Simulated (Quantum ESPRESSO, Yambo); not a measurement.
SrTiO$_{3}$ (space group I4/mcm, No. 140): one geometry, one set of norm-conserving PBEsol (Quantum ESPRESSO, 84 Ry, scalar-relativistic) orbitals, self-energies from Yambo (4×4×4 Γ-centred k mesh, bands 3 to 148 and a 6 Ry block in the screening, 148 bands in G with the Bruneval-Gonze terminator, plasmon pole fitted at 27.2 eV).

| level | gap Γ → Γ (eV) |
|---|---|
| PBEsol (Quantum ESPRESSO) | 1.93 |
| exchange only (Hartree-Fock self-energy on PBEsol orbitals) | [?] |
| static COHSEX@PBEsol | [?] |
| G0W0@PBEsol, plasmon pole | 3.56 |

Task: Complete the blanks.

Result: 
- exchange only (Hartree-Fock self-energy on PBEsol orbitals), gap Γ → Γ (eV): 14.23
- static COHSEX@PBEsol, gap Γ → Γ (eV): 3.88

Bare exchange has no screening and gives the widest gap; static COHSEX screens it but leaves out the frequency dependence, which G0W0 restores.

Nearest settings tried, and what they do to the gap: 104 bands in W, 104 bands in G: +12 meV; 1 Ry block (23 vectors against 197): +1579 meV. Not varied: mesh. So the settings aren't converged at that level.

Geometry of the Materials Project entry, not relaxed at this level; primitive cell a = b = c = 5.5349 Å, α = β = 120.15°, γ = 89.74°.

This is not the ordinary phase of the substance.
